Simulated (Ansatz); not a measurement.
Two Ansatz runs on PbO

Structure: COD 9012700, as refined from experiment and not relaxed.

First run: DFT, PBE, PAW with Ansatz's default frozen-core files, scalar-relativistic (Ansatz 0.2.0).

Command: `ansatz run input.yaml --threads 1 --pin off --max-ram 4096MiB --backend cpu --events-out ev --progress --plain --runs-dir out` The run took 42 s on 1 thread of Arm Neoverse V1, on a shared host, peak memory 0.42 GiB.

```yaml
crystal:
  lattice:
    - [3.9744, 0.0, 0.0]
    - [0.0, 3.9744, 0.0]
    - [0.0, 0.0, 5.022]
  atoms:
    - { symbol: Pb, position: [0.0, 0.5, 0.2351] }
    - { symbol: Pb, position: [0.5, 0.0, 0.7649] }
    - { symbol: O, position: [0.0, 0.0, 0.0] }
    - { symbol: O, position: [0.5, 0.5, 0.0] }
kpoints:
  mp_grid: { grid: [7, 7, 6] }
  band_path:
    path:
      - [0.0, 0.0, 0.0]
      - [0.0, 0.5, 0.0]
      - [0.5, 0.5, 0.0]
      - [0.0, 0.0, 0.0]
      - [0.0, 0.0, 0.5]
      - [0.0, 0.5, 0.5]
      - [0.5, 0.5, 0.5]
      - [0.0, 0.0, 0.5]
      - [0.0, 0.5, 0.0]
    npoints: 14
scf:
  occupations: { method: fermi_dirac, width: 0.03 }
hamiltonian:
  xc: pbe
  pseudopotentials: { kind: paw }
output:
  forces: true
  stress: true
  eigenvalues: true
  efg: { contact_densities: true }
  populations: true
  bader: true
  dos: { projected: true, de: 0.2, e_range: [-14, 8] }
  write_density: true
  write_potential: true
  elf: true
  volumetric_format: npy
```

Result: converged; pressure 4.86 GPa; largest force 0.452 eV/Å; gap on the k mesh 1.50 eV (the mesh can miss the band edges); 6 SCF iterations.

Spin–orbit coupling is left out, though it moves levels of the heavy atoms by tenths of an eV or more.

The input is then changed:

```diff
@@ -26,5 +26,5 @@
   occupations: { method: fermi_dirac, width: 0.03 }
 hamiltonian:
-  xc: pbe
+  xc: r2scan
   pseudopotentials: { kind: paw }
 output:
@@ -34,6 +34,4 @@
   efg: { contact_densities: true }
   populations: true
-  bader: true
-  dos: { projected: true, de: 0.2, e_range: [-14, 8] }
   write_density: true
   write_potential: true
```

Task: What does the second run give?

Result: It converged; pressure 1.59 GPa; largest force 0.079 eV/Å; gap on the k mesh 1.80 eV (the mesh can miss the band edges); 7 SCF iterations.
